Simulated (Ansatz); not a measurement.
CuO:
```yaml
crystal:
  lattice:
    - [-1.37962, 1.37962, 2.71962]
    - [1.37962, -1.37962, 2.71962]
    - [1.37962, 1.37962, -2.71962]
  atoms:
    - { symbol: Cu, position: [0.00000, 0.00000, 0.00000] }
    - { symbol: O, position: [0.50000, 0.50000, 0.00000] }
```
The run is spin-polarised; directions of the spins, atom by atom: ↑ 0.

Relaxed with r²SCAN.

Question: Map the valence electron density (e/Å³), cut off at 7 on the plane through (0.000, 0.000, 0.000) spanned by u = [1, 0, 1] and v = [0, 1, 1] in lattice vectors, from plane-wave PAW r²SCAN (Ansatz code).

Answer: x is the fraction of u, y of v (the angle between them is 90°; rows are the nearest grid lines); atoms in the plane: Cu at (0.00, 0.00), O at (0.50, 0.50).
```
|@@@@:       :@@@@|
|@@@%:       :%@@@|
|@@@=.       .=@@@|
|@%=.         .=%@|
|::.   .....   .::|
|     .:---:.     |
|    .:=*#*=:.    |
|    .-*%@%*-.    |
|    .-#@@@#-.    |
|    .-*%@%*-.    |
|    .:=*#*=:.    |
|     .:---:.     |
|::.   .....   .::|
|@%=.         .=%@|
|@@@=.       .=@@@|
|@@@%:       :%@@@|
|@@@@:       :@@@@|
```
Scale: ten equal steps from 0.198 (start of ' ') to 7.00 (end of '@'), in the order ' .:-=+*#%@'; x runs from 0.000 to 1.00, y from 0.000 (bottom) to 1.00 (top).

The density is the valence pseudo-density with augmentation charge, so density and ELF within about 1 Å of a nucleus are not all-electron values.

Space group I4/mmm. The start of the workflow was typed in or built on a structure type; neither database checked (COD, Materials Project) lists it. It is not the phase usual at ambient conditions (space group No. 15). The cell was relaxed with r²SCAN under the symmetry of its start; whether a distortion lowers the energy is not shown. Magnetic state: ferromagnetic, the only order run, not a proven ground state. The cell computed holds one magnetic atom, so no antiferromagnetic order was within reach. Other orbital occupations within this spin state were not tried. No Hubbard U is applied.

Potentials: the later of the program's two PAW sets.
